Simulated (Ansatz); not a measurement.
Here is the system:

YC:
```
YC
1.0
    0.00000     2.54250     2.54250
    2.54250     0.00000     2.54250
    2.54250     2.54250     0.00000
C Y
1 1
Direct
  0.00000   0.00000   0.00000
  0.50000   0.50000   0.50000
```

This is the PBE-relaxed structure.

**Question.** All from plane-wave PAW PBE (Ansatz code), unless another level is named. Estimate the electronic character.

**Answer.** metallic (no gap).

**Question.** Give the density of states at the Fermi level.

**Answer.** 0.82 states/eV per atom (mean over ±0.08 eV).

**Question.** Predict the formation energy from the elements (no fitted shifts).

**Answer.** 0.020 eV/atom.

**Question.** Next, the gap with spin–orbit coupling?

**Answer.** none (metallic).

Space group Fm-3m (rock salt). The start of the workflow was typed in or built on a structure type; the Crystallography Open Database copy checked does not list it. Its standing as an ambient phase is unchecked. The PBE relaxation kept the symmetry of its start; its stability against distortions is not shown here. No spin polarisation was allowed. The references are the lowest solids computed at this level, not always the standard phases. Spin–orbit coupling is left out wherever it is not named.

Potentials: the earlier of the program's two PAW sets.
